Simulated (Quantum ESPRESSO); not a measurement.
Si6Ge2, finding a planted mistake in a log

Computed values, not a measurement. The program is pw.x of Quantum ESPRESSO 7.5 (plane-wave density functional theory). The cell is made up: 8 atoms on a zincblende/diamond lattice, with randomly drawn elements, strain and displacements, not relaxed. PseudoDojo standard norm-conserving files (v0.5 for PBE, v0.4.1 for LDA and PBEsol) set the functional; there is no spin polarisation, spin-orbit coupling or dispersion term, and the masses in the input are unused placeholders.

Intended input:

```
&control calculation='scf', pseudo_dir='./dojo.nc.sr.pbe.v0_5.standard.upf', outdir='./o', disk_io='low', tprnfor=.true., tstress=.true. /
&system ibrav=0, nat=8, ntyp=2, nbnd=32, ecutwfc=77.98206166, nosym=.true., tot_charge=0,
 occupations='smearing', smearing='fd', degauss=0.0018374661
/
&electrons conv_thr=7.350e-09, electron_maxstep=60, /
ATOMIC_SPECIES
Ge 1.0 Ge.upf
Si 1.0 Si.upf
CELL_PARAMETERS angstrom
5.5563 0.0 0.0
0.0 5.5563 0.0
0.0 0.0 5.5563
ATOMIC_POSITIONS angstrom
Si 0.0408 -0.0091 -0.0207
Si -0.0498 2.8168 2.7604
Ge 2.7321 -0.0045 2.802
Ge 2.7724 2.7195 0.0185
Si 1.343 1.3423 1.4182
Si 1.449 4.2138 4.1797
Si 4.1936 1.3348 4.1473
Si 4.1399 4.1375 1.3932
K_POINTS automatic
4 4 4 1 1 1
```

The log is shortened where brackets say so; the opening notice, blank lines, dates and the lines on written files are dropped, and the path of the files is cut. It prints rydbergs, bohrs and kilobars, and counts compression as positive stress.

Log of the intended run:

```
     Program PWSCF v.7.5
     Parallel version (MPI & OpenMP), running on       4 processor cores
     Number of MPI processes:                 4
     Threads/MPI process:                     1
     [start-up lines left out]
     bravais-lattice index     =            0
     lattice parameter (alat)  =      10.4999  a.u.
     unit-cell volume          =    1157.5871 (a.u.)^3
     number of atoms/cell      =            8
     number of atomic types    =            2
     number of electrons       =        52.00
     number of Kohn-Sham states=           32
     kinetic-energy cutoff     =      77.9821  Ry
     charge density cutoff     =     311.9282  Ry
     scf convergence threshold =      7.3E-09
     mixing beta               =       0.7000
     number of iterations used =            8  plain     mixing
     Exchange-correlation= PBE
                           (   1   4   3   4   0   0   0)
     [axes and pseudopotential details left out]
   Cartesian axes
     site n.     atom                  positions (alat units)
         1        Si     tau(   1) = (   0.0073430  -0.0016378  -0.0037255  )
         2        Si     tau(   2) = (  -0.0089628   0.5069561   0.4968054  )
         3        Ge     tau(   3) = (   0.4917121  -0.0008099   0.5042924  )
         4        Ge     tau(   4) = (   0.4989651   0.4894444   0.0033296  )
         5        Si     tau(   5) = (   0.2417076   0.2415816   0.2552418  )
         6        Si     tau(   6) = (   0.2607851   0.7583824   0.7522452  )
         7        Si     tau(   7) = (   0.7547469   0.2402318   0.7464140  )
         8        Si     tau(   8) = (   0.7450822   0.7446502   0.2507424  )
     number of k points=    32  Fermi-Dirac smearing, width (Ry)=  0.0018
                       cart. coord. in units 2pi/alat
        k(    1) = (   0.1250000   0.1250000   0.1250000), wk =   0.0625000
        k(    2) = (   0.1250000   0.1250000   0.3750000), wk =   0.0625000
     [further k points left out]
     Dense  grid:   107783 G-vectors     FFT dimensions: (  60,  60,  60)
     Estimated max dynamical RAM per process >     181.06 MB
     Estimated total dynamical RAM >     645.31 MB
     Initial potential from superposition of free atoms
     starting charge      51.9947, renormalised to      52.0000
     Starting wfcs are   42 randomized atomic wfcs
     total cpu time spent up to now is        2.9 secs
     per-process dynamical memory:   129.7 Mb
     Self-consistent Calculation
     iteration #  1     ecut=    77.98 Ry     beta= 0.70
     Davidson diagonalization with overlap
     ethr =  1.00E-02,  avg # of iterations =  3.8
     Threshold (ethr) on eigenvalues was too large:
     Diagonalizing with lowered threshold
     Davidson diagonalization with overlap
     ethr =  3.18E-04,  avg # of iterations =  5.1
     total cpu time spent up to now is       12.0 secs
     total energy              =    -408.02848807 Ry
     estimated scf accuracy    <       0.18679169 Ry
     iteration #  2     ecut=    77.98 Ry     beta= 0.70
     Davidson diagonalization with overlap
     ethr =  3.59E-04,  avg # of iterations =  1.2
     total cpu time spent up to now is       15.2 secs
     total energy              =    -408.03493760 Ry
     estimated scf accuracy    <       0.01061932 Ry
     [iterations 3 to 7 left out]
     iteration #  8     ecut=    77.98 Ry     beta= 0.70
     Davidson diagonalization with overlap
     ethr =  1.98E-10,  avg # of iterations =  3.4
     total cpu time spent up to now is       43.2 secs
     total energy              =    -408.03652585 Ry
     estimated scf accuracy    <       0.00000003 Ry
     iteration #  9     ecut=    77.98 Ry     beta= 0.70
     Davidson diagonalization with overlap
     ethr =  5.01E-11,  avg # of iterations =  2.0
     total cpu time spent up to now is       46.7 secs
     End of self-consistent calculation
     [lines on levels left out]
!    total energy              =    -408.03652585 Ry
     estimated scf accuracy    <          1.2E-09 Ry
     smearing contrib. (-TS)   =      -0.00000000 Ry
     internal energy E=F+TS    =    -408.03652585 Ry
     The total energy is F=E-TS. E is the sum of the following terms:
     one-electron contribution =    -234.68258224 Ry
     hartree contribution      =     145.06444546 Ry
     xc contribution           =    -105.69764380 Ry
     ewald contribution        =    -212.72074528 Ry
     convergence has been achieved in   9 iterations
     Forces acting on atoms (cartesian axes, Ry/au):
     atom    1 type  2   force =    -0.02070574   -0.01232302    0.01247759
     atom    2 type  2   force =     0.02559202   -0.01193512    0.01996144
     atom    3 type  1   force =     0.03156223    0.00485853   -0.02208401
     atom    4 type  1   force =     0.00103483   -0.00284865   -0.00697430
     atom    5 type  2   force =    -0.01751222    0.02679242   -0.00384961
     atom    6 type  2   force =    -0.04549369   -0.04612234    0.00862577
     atom    7 type  2   force =     0.01147649    0.02164676    0.00583741
     atom    8 type  2   force =     0.01404608    0.01993142   -0.01399429
     Total force =     0.101158     Total SCF correction =     0.000079
     Computing stress (Cartesian axis) and pressure
          total   stress  (Ry/bohr**3)                   (kbar)     P=       -7.73
  -0.00005639   0.00000427   0.00001834           -8.30        0.63        2.70
   0.00000427  -0.00005491  -0.00004506            0.63       -8.08       -6.63
   0.00001834  -0.00004506  -0.00004627            2.70       -6.63       -6.81
     init_run     :      2.69s CPU      2.81s WALL (       1 calls)
     electrons    :     43.58s CPU     43.86s WALL (       1 calls)
     forces       :      0.87s CPU      0.89s WALL (       1 calls)
     stress       :      3.07s CPU      3.07s WALL (       1 calls)
     [timing details left out]
     PWSCF        :     50.33s CPU     50.78s WALL
     JOB DONE.
```

A second run was made from an input with one planted mistake. Its log:

```
     Program PWSCF v.7.5
     Parallel version (MPI & OpenMP), running on       4 processor cores
     Number of MPI processes:                 4
     Threads/MPI process:                     1
     [start-up lines left out]
     bravais-lattice index     =            0
     lattice parameter (alat)  =      10.4999  a.u.
     unit-cell volume          =    1157.5871 (a.u.)^3
     number of atoms/cell      =            8
     number of atomic types    =            2
     number of electrons       =        52.00
     number of Kohn-Sham states=           50
     kinetic-energy cutoff     =      77.9821  Ry
     charge density cutoff     =     311.9282  Ry
     scf convergence threshold =      7.3E-09
     mixing beta               =       0.7000
     number of iterations used =            8  plain     mixing
     Exchange-correlation= PBE
                           (   1   4   3   4   0   0   0)
     [axes and pseudopotential details left out]
   Cartesian axes
     site n.     atom                  positions (alat units)
         1        Si     tau(   1) = (   0.0073430  -0.0016378  -0.0037255  )
         2        Si     tau(   2) = (  -0.0089628   0.5069561   0.4968054  )
         3        Ge     tau(   3) = (   0.4917121  -0.0008099   0.5042924  )
         4        Ge     tau(   4) = (   0.4989651   0.4894444   0.0033296  )
         5        Si     tau(   5) = (   0.2417076   0.2415816   0.2552418  )
         6        Si     tau(   6) = (   0.2607851   0.7583824   0.7522452  )
         7        Si     tau(   7) = (   0.7547469   0.2402318   0.7464140  )
         8        Si     tau(   8) = (   0.7450822   0.7446502   0.2507424  )
     number of k points=    32  Fermi-Dirac smearing, width (Ry)=  0.0353
                       cart. coord. in units 2pi/alat
        k(    1) = (   0.1250000   0.1250000   0.1250000), wk =   0.0625000
        k(    2) = (   0.1250000   0.1250000   0.3750000), wk =   0.0625000
     [further k points left out]
     Dense  grid:   107783 G-vectors     FFT dimensions: (  60,  60,  60)
     Estimated max dynamical RAM per process >     229.44 MB
     Estimated total dynamical RAM >     838.81 MB
     Initial potential from superposition of free atoms
     starting charge      51.9947, renormalised to      52.0000
     Starting wfcs are   42 randomized atomic wfcs +    8 random wfcs
     total cpu time spent up to now is        3.0 secs
     per-process dynamical memory:   170.6 Mb
     Self-consistent Calculation
     iteration #  1     ecut=    77.98 Ry     beta= 0.70
     Davidson diagonalization with overlap
     ethr =  1.00E-02,  avg # of iterations =  7.4
     Threshold (ethr) on eigenvalues was too large:
     Diagonalizing with lowered threshold
     Davidson diagonalization with overlap
     ethr =  3.26E-04,  avg # of iterations =  4.3
     total cpu time spent up to now is       18.3 secs
     total energy              =    -408.05620087 Ry
     estimated scf accuracy    <       0.17548930 Ry
     iteration #  2     ecut=    77.98 Ry     beta= 0.70
     Davidson diagonalization with overlap
     ethr =  3.37E-04,  avg # of iterations =  1.1
     total cpu time spent up to now is       22.9 secs
     total energy              =    -408.06169244 Ry
     estimated scf accuracy    <       0.01203252 Ry
     [iterations 3 to 7 left out]
     iteration #  8     ecut=    77.98 Ry     beta= 0.70
     Davidson diagonalization with overlap
     ethr =  1.03E-09,  avg # of iterations =  2.0
     total cpu time spent up to now is       61.0 secs
     total energy              =    -408.06467794 Ry
     estimated scf accuracy    <       0.00000001 Ry
     iteration #  9     ecut=    77.98 Ry     beta= 0.70
     Davidson diagonalization with overlap
     ethr =  2.86E-11,  avg # of iterations =  3.1
     total cpu time spent up to now is       67.2 secs
     End of self-consistent calculation
     [lines on levels left out]
!    total energy              =    -408.06467794 Ry
     estimated scf accuracy    <          1.5E-09 Ry
     smearing contrib. (-TS)   =      -0.09414633 Ry
     internal energy E=F+TS    =    -407.97053161 Ry
     The total energy is F=E-TS. E is the sum of the following terms:
     one-electron contribution =    -234.49655914 Ry
     hartree contribution      =     144.91208706 Ry
     xc contribution           =    -105.66531426 Ry
     ewald contribution        =    -212.72074528 Ry
     convergence has been achieved in   9 iterations
     Forces acting on atoms (cartesian axes, Ry/au):
     atom    1 type  2   force =    -0.01981380   -0.01096532    0.01122040
     atom    2 type  2   force =     0.02378676   -0.01082891    0.01862700
     atom    3 type  1   force =     0.02898728    0.00553097   -0.02140982
     atom    4 type  1   force =    -0.00022803   -0.00246755   -0.00704016
     atom    5 type  2   force =    -0.01845647    0.02345953   -0.00280269
     atom    6 type  2   force =    -0.04456426   -0.04299032    0.00862228
     atom    7 type  2   force =     0.01416722    0.01848474    0.00523858
     atom    8 type  2   force =     0.01612131    0.01977686   -0.01245559
     Total force =     0.096109     Total SCF correction =     0.000178
     Computing stress (Cartesian axis) and pressure
          total   stress  (Ry/bohr**3)                   (kbar)     P=       -4.61
  -0.00003507   0.00000268   0.00002134           -5.16        0.39        3.14
   0.00000268  -0.00003322  -0.00004955            0.39       -4.89       -7.29
   0.00002134  -0.00004955  -0.00002563            3.14       -7.29       -3.77
     init_run     :      2.71s CPU      2.83s WALL (       1 calls)
     electrons    :     63.84s CPU     64.22s WALL (       1 calls)
     forces       :      1.15s CPU      1.17s WALL (       1 calls)
     stress       :      3.88s CPU      3.88s WALL (       1 calls)
     [timing details left out]
     PWSCF        :   1m11.77s CPU   1m12.36s WALL
     JOB DONE.
```

Question: what was wrong in the second input?

Answer: the smearing is too wide. The input lines that differ, file-writing options aside:

```
- &system ibrav=0, nat=8, ntyp=2, nbnd=32, ecutwfc=77.98206166, nosym=.true., tot_charge=0,
+ &system ibrav=0, nat=8, ntyp=2, nbnd=50, ecutwfc=77.98206166, nosym=.true., tot_charge=0,
-  occupations='smearing', smearing='fd', degauss=0.0018374661
+  occupations='smearing', smearing='fd', degauss=0.0352793493
```

|  | intended run | run with the mistake |
| --- | --- | --- |
| free energy (eV) | -5551.620 | -5552.003 |
| smearing term -TS (eV) | 0.0000 | -1.2809 |
| pressure (GPa) | -0.77 | -0.46 |
| largest force component (eV/Å) | 1.186 | 1.146 |
| largest change of a force component (eV/Å) |  | 0.086 |
| iterations | 9 | 9 |

For scale, a rerun of the intended cell at 1347 eV and a 6 x 6 x 6 mesh moved values by no more than 0.015 eV in energy, 0.03 GPa in stress and 0.002 eV/Å in force. The number of bands, nbnd, was set by rule from the electron count and the smearing, so it follows the mistake.